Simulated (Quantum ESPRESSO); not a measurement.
# Mo3WSe5S3: finding a planted mistake in a log

Computed values, not a measurement. The program is pw.x of Quantum ESPRESSO 7.5 (plane-wave density functional theory). The cell is made up: 12 atoms on a layered 2H lattice, with randomly drawn elements, strain and displacements, not relaxed. PseudoDojo standard norm-conserving files (v0.5 for PBE, v0.4.1 for LDA and PBEsol) set the functional; there is no spin polarisation, spin-orbit coupling or dispersion term, and the masses in the input are unused placeholders.

Intended input:

```
&control calculation='scf', pseudo_dir='./dojo.nc.sr.pbe.v0_5.standard.upf', outdir='./o', disk_io='medium', tprnfor=.true., tstress=.true. /
&system ibrav=0, nat=12, ntyp=4, nbnd=83, ecutwfc=85.99341389, nosym=.true., tot_charge=0,
 occupations='smearing', smearing='fd', degauss=0.0018374661
/
&electrons conv_thr=7.350e-09, electron_maxstep=60, /
ATOMIC_SPECIES
Mo 1.0 Mo.upf
S 1.0 S.upf
Se 1.0 Se.upf
W 1.0 W.upf
CELL_PARAMETERS angstrom
3.2573 -0.0293 0.0117
-0.0507 5.5319 -0.0081
0.0468 -0.0187 13.0382
ATOMIC_POSITIONS angstrom
Mo -0.071 1.8748 3.202
Mo 1.6241 0.867 9.7962
Mo 1.5967 4.625 3.3475
W -0.041 3.7352 9.8082
Se -0.037 1.8005 8.177
Se 0.066 1.8423 11.3755
S 1.6315 0.8723 1.6329
Se 1.6569 0.9178 4.8575
S 1.6059 4.5203 8.1866
Se 1.6085 4.6176 11.3719
Se -0.0751 3.7091 1.5793
S 0.0064 3.7248 4.8852
K_POINTS automatic
7 4 2 1 1 1
```

The log is shortened where brackets say so; the opening notice, blank lines, dates and the lines on written files are dropped, and the path of the files is cut. It prints rydbergs, bohrs and kilobars, and counts compression as positive stress. Where no state is partly filled, the Fermi energy that it prints is only some level between the filled and the empty states on the mesh, and need not lie in the true gap.

Log of the intended run:

```
     Program PWSCF v.7.5
     Parallel version (MPI & OpenMP), running on       1 processor cores
     Number of MPI processes:                 1
     Threads/MPI process:                     1
     [start-up lines left out]
     bravais-lattice index     =            0
     lattice parameter (alat)  =       6.1557  a.u.
     unit-cell volume          =    1585.2729 (a.u.)^3
     number of atoms/cell      =           12
     number of atomic types    =            4
     number of electrons       =       154.00
     number of Kohn-Sham states=           83
     kinetic-energy cutoff     =      85.9934  Ry
     charge density cutoff     =     343.9737  Ry
     scf convergence threshold =      7.3E-09
     mixing beta               =       0.7000
     number of iterations used =            8  plain     mixing
     Exchange-correlation= PBE
                           (   1   4   3   4   0   0   0)
     [axes and pseudopotential details left out]
   Cartesian axes
     site n.     atom                  positions (alat units)
         1        Mo     tau(   1) = (  -0.0217962   0.5755417   0.9829766  )
         2        Mo     tau(   2) = (   0.4985798   0.2661589   3.0073191  )
         3        Mo     tau(   3) = (   0.4901683   1.4198210   1.0276434  )
         4        W      tau(   4) = (  -0.0125865   1.1466628   3.0110030  )
         5        Se     tau(   5) = (  -0.0113586   0.5527325   2.5102436  )
         6        Se     tau(   6) = (   0.0202612   0.5655646   3.4921458  )
         7        S      tau(   7) = (   0.5008515   0.2677859   0.5012812  )
         8        Se     tau(   8) = (   0.5086490   0.2817539   1.4911958  )
         9        S      tau(   9) = (   0.4929926   1.3876794   2.5131907  )
        10        Se     tau(  10) = (   0.4937907   1.4175493   3.4910406  )
        11        Se     tau(  11) = (  -0.0230548   1.1386504   0.4848267  )
        12        S      tau(  12) = (   0.0019647   1.1434701   1.4996994  )
     number of k points=    28  Fermi-Dirac smearing, width (Ry)=  0.0018
                       cart. coord. in units 2pi/alat
        k(    1) = (   0.0718770   0.0743561   0.0623084), wk =   0.0714286
        k(    2) = (   0.0723241   0.0741773  -0.0626130), wk =   0.0714286
     [further k points left out]
     Dense  grid:   170715 G-vectors     FFT dimensions: (  40,  64, 150)
     Estimated max dynamical RAM per process >     338.93 MB
     Initial potential from superposition of free atoms
     starting charge     153.9947, renormalised to     154.0000
     Starting wfcs are   97 randomized atomic wfcs
     total cpu time spent up to now is       64.7 secs
     per-process dynamical memory:   188.4 Mb
     Self-consistent Calculation
     iteration #  1     ecut=    85.99 Ry     beta= 0.70
     Davidson diagonalization with overlap
     ethr =  1.00E-02,  avg # of iterations =  2.0
     Threshold (ethr) on eigenvalues was too large:
     Diagonalizing with lowered threshold
     Davidson diagonalization with overlap
     ethr =  7.69E-04,  avg # of iterations =  2.0
     total cpu time spent up to now is      242.4 secs
     total energy              =   -1851.64645817 Ry
     estimated scf accuracy    <       1.21774613 Ry
     iteration #  2     ecut=    85.99 Ry     beta= 0.70
     Davidson diagonalization with overlap
     ethr =  7.91E-04,  avg # of iterations =  9.1
     total cpu time spent up to now is      400.4 secs
     total energy              =   -1848.97538718 Ry
     estimated scf accuracy    <      30.20931942 Ry
     [iterations 3 to 20 left out]
     iteration # 21     ecut=    85.99 Ry     beta= 0.70
     Davidson diagonalization with overlap
     ethr =  7.31E-11,  avg # of iterations =  5.2
     total cpu time spent up to now is     2814.2 secs
     total energy              =   -1852.31864396 Ry
     estimated scf accuracy    <       0.00000003 Ry
     iteration # 22     ecut=    85.99 Ry     beta= 0.70
     Davidson diagonalization with overlap
     ethr =  1.99E-11,  avg # of iterations =  3.2
     total cpu time spent up to now is     2937.6 secs
     End of self-consistent calculation
     [lines on levels left out]
     the Fermi energy is    12.5155 ev
!    total energy              =   -1852.31864395 Ry
     estimated scf accuracy    <          6.9E-09 Ry
     smearing contrib. (-TS)   =      -0.00000000 Ry
     internal energy E=F+TS    =   -1852.31864395 Ry
     The total energy is F=E-TS. E is the sum of the following terms:
     one-electron contribution =   -1095.87512691 Ry
     hartree contribution      =     600.88751151 Ry
     xc contribution           =    -356.55758035 Ry
     ewald contribution        =   -1000.77344821 Ry
     convergence has been achieved in  22 iterations
     Forces acting on atoms (cartesian axes, Ry/au):
     atom    1 type  1   force =     0.06241077   -0.01381049   -0.00738750
     atom    2 type  1   force =     0.01561735    0.00754488   -0.06679714
     atom    3 type  1   force =    -0.00379919   -0.04664012   -0.08505138
     atom    4 type  4   force =     0.01851225   -0.03385771   -0.11091216
     atom    5 type  3   force =     0.01552580    0.01539896   -0.04836784
     atom    6 type  3   force =    -0.03299322    0.00128022    0.07701433
     atom    7 type  2   force =    -0.01807503    0.00916203    0.04593833
     atom    8 type  3   force =    -0.03516227    0.04689346    0.07683359
     atom    9 type  2   force =    -0.00652230    0.02160619    0.02324351
     atom   10 type  3   force =    -0.00985052   -0.01178006    0.12392932
     atom   11 type  3   force =     0.01197218    0.02187629   -0.00134114
     atom   12 type  2   force =    -0.01763583   -0.01767364   -0.02710191
     Total force =     0.269149     Total SCF correction =     0.000462
     Computing stress (Cartesian axis) and pressure
          total   stress  (Ry/bohr**3)                   (kbar)     P=       70.58
   0.00031992   0.00010023  -0.00019185           47.06       14.74      -28.22
   0.00010023   0.00058761  -0.00009755           14.74       86.44      -14.35
  -0.00019185  -0.00009755   0.00053180          -28.22      -14.35       78.23
     init_run     :     60.10s CPU     64.63s WALL (       1 calls)
     electrons    :   2774.54s CPU   2872.94s WALL (       1 calls)
     forces       :     17.05s CPU     17.35s WALL (       1 calls)
     stress       :     66.27s CPU     68.52s WALL (       1 calls)
     [timing details left out]
     PWSCF        :  48m38.37s CPU  50m24.73s WALL
     JOB DONE.
```

A second run was made from an input with one planted mistake. Its log:

```
     Program PWSCF v.7.5
     Parallel version (MPI & OpenMP), running on       4 processor cores
     Number of MPI processes:                 4
     Threads/MPI process:                     1
     [start-up lines left out]
     bravais-lattice index     =            0
     lattice parameter (alat)  =       6.1557  a.u.
     unit-cell volume          =    1585.2729 (a.u.)^3
     number of atoms/cell      =           12
     number of atomic types    =            4
     number of electrons       =       154.00
     number of Kohn-Sham states=           83
     kinetic-energy cutoff     =      85.9934  Ry
     charge density cutoff     =     343.9737  Ry
     scf convergence threshold =      6.6E-02
     mixing beta               =       0.7000
     number of iterations used =            8  plain     mixing
     Exchange-correlation= PBE
                           (   1   4   3   4   0   0   0)
     [axes and pseudopotential details left out]
   Cartesian axes
     site n.     atom                  positions (alat units)
         1        Mo     tau(   1) = (  -0.0217962   0.5755417   0.9829766  )
         2        Mo     tau(   2) = (   0.4985798   0.2661589   3.0073191  )
         3        Mo     tau(   3) = (   0.4901683   1.4198210   1.0276434  )
         4        W      tau(   4) = (  -0.0125865   1.1466628   3.0110030  )
         5        Se     tau(   5) = (  -0.0113586   0.5527325   2.5102436  )
         6        Se     tau(   6) = (   0.0202612   0.5655646   3.4921458  )
         7        S      tau(   7) = (   0.5008515   0.2677859   0.5012812  )
         8        Se     tau(   8) = (   0.5086490   0.2817539   1.4911958  )
         9        S      tau(   9) = (   0.4929926   1.3876794   2.5131907  )
        10        Se     tau(  10) = (   0.4937907   1.4175493   3.4910406  )
        11        Se     tau(  11) = (  -0.0230548   1.1386504   0.4848267  )
        12        S      tau(  12) = (   0.0019647   1.1434701   1.4996994  )
     number of k points=    28  Fermi-Dirac smearing, width (Ry)=  0.0018
                       cart. coord. in units 2pi/alat
        k(    1) = (   0.0718770   0.0743561   0.0623084), wk =   0.0714286
        k(    2) = (   0.0723241   0.0741773  -0.0626130), wk =   0.0714286
     [further k points left out]
     Dense  grid:   170715 G-vectors     FFT dimensions: (  40,  64, 150)
     Estimated max dynamical RAM per process >     528.18 MB
     Estimated total dynamical RAM >       1.94 GB
     Initial potential from superposition of free atoms
     starting charge     153.9947, renormalised to     154.0000
     Starting wfcs are   97 randomized atomic wfcs
     total cpu time spent up to now is       11.2 secs
     per-process dynamical memory:   380.7 Mb
     Self-consistent Calculation
     iteration #  1     ecut=    85.99 Ry     beta= 0.70
     Davidson diagonalization with overlap
     ethr =  1.00E-02,  avg # of iterations =  2.0
     Threshold (ethr) on eigenvalues was too large:
     Diagonalizing with lowered threshold
     Davidson diagonalization with overlap
     ethr =  7.69E-04,  avg # of iterations =  2.0
     total cpu time spent up to now is       57.5 secs
     total energy              =   -1851.64676397 Ry
     estimated scf accuracy    <       1.21756893 Ry
     iteration #  2     ecut=    85.99 Ry     beta= 0.70
     Davidson diagonalization with overlap
     ethr =  7.91E-04,  avg # of iterations =  9.2
     total cpu time spent up to now is       96.4 secs
     total energy              =   -1848.96385102 Ry
     estimated scf accuracy    <      30.33748713 Ry
     [iterations 3 to 5 left out]
     iteration #  6     ecut=    85.99 Ry     beta= 0.70
     Davidson diagonalization with overlap
     ethr =  1.20E-04,  avg # of iterations = 10.0
     total cpu time spent up to now is      222.5 secs
     total energy              =   -1852.30688179 Ry
     estimated scf accuracy    <       0.09414795 Ry
     iteration #  7     ecut=    85.99 Ry     beta= 0.70
     Davidson diagonalization with overlap
     ethr =  6.11E-05,  avg # of iterations =  5.1
     total cpu time spent up to now is      248.8 secs
     End of self-consistent calculation
     [lines on levels left out]
     the Fermi energy is    12.5862 ev
!    total energy              =   -1852.30861673 Ry
     estimated scf accuracy    <       0.01265585 Ry
     smearing contrib. (-TS)   =      -0.00000000 Ry
     internal energy E=F+TS    =   -1852.30861673 Ry
     The total energy is F=E-TS. E is the sum of the following terms:
     one-electron contribution =   -1095.88798431 Ry
     hartree contribution      =     600.88384765 Ry
     xc contribution           =    -356.53103185 Ry
     ewald contribution        =   -1000.77344821 Ry
     convergence has been achieved in   7 iterations
     Forces acting on atoms (cartesian axes, Ry/au):
     atom    1 type  1   force =     0.06175268   -0.01498715    0.00003621
     atom    2 type  1   force =     0.01600928    0.00412861   -0.08339781
     atom    3 type  1   force =    -0.00385132   -0.04511725   -0.07379687
     atom    4 type  4   force =     0.01920565   -0.03323466   -0.12357802
     atom    5 type  3   force =     0.01610166    0.01502161   -0.06735492
     atom    6 type  3   force =    -0.03308961    0.00172535    0.06309905
     atom    7 type  2   force =    -0.01810564    0.00857406    0.05148820
     atom    8 type  3   force =    -0.03684106    0.04699046    0.10658646
     atom    9 type  2   force =    -0.00638979    0.02141650    0.02155901
     atom   10 type  3   force =    -0.00950739   -0.01271256    0.10347613
     atom   11 type  3   force =     0.01247548    0.02711436    0.02130521
     atom   12 type  2   force =    -0.01775993   -0.01891932   -0.01942267
     Total force =     0.279117     Total SCF correction =     0.615475
     SCF correction compared to forces is large: reduce conv_thr to get better values
     Computing stress (Cartesian axis) and pressure
          total   stress  (Ry/bohr**3)                   (kbar)     P=       53.17
   0.00018644   0.00009548  -0.00019437           27.43       14.05      -28.59
   0.00009548   0.00042222  -0.00010586           14.05       62.11      -15.57
  -0.00019437  -0.00010586   0.00047571          -28.59      -15.57       69.98
     init_run     :     10.50s CPU     10.94s WALL (       1 calls)
     electrons    :    233.87s CPU    237.63s WALL (       1 calls)
     forces       :      4.02s CPU      4.08s WALL (       1 calls)
     stress       :     13.34s CPU     13.60s WALL (       1 calls)
     [timing details left out]
     PWSCF        :   4m22.02s CPU   4m26.72s WALL
     JOB DONE.
```

Question: what was wrong in the second input?

Answer: the self-consistency threshold is too loose. The input lines that differ, file-writing options aside:

```
- &electrons conv_thr=7.350e-09, electron_maxstep=60, /
+ &electrons conv_thr=6.615e-02, electron_maxstep=60, /
```

```
                                            intended run  run with the mistake
                          free energy (eV)    -25202.079            -25201.943
                    smearing term -TS (eV)        0.0000                0.0000
                            pressure (GPa)          7.06                  5.32
            largest force component (eV/Å)         3.186                 3.177
largest change of a force component (eV/Å)                               0.765
                                iterations            22                     7
```

For scale, a rerun of the intended cell at a cutoff of 1467 eV and k mesh 9 x 6 x 4 moved values by no more than 0.002 eV in energy, 0.02 GPa in stress and 0.007 eV/Å in force.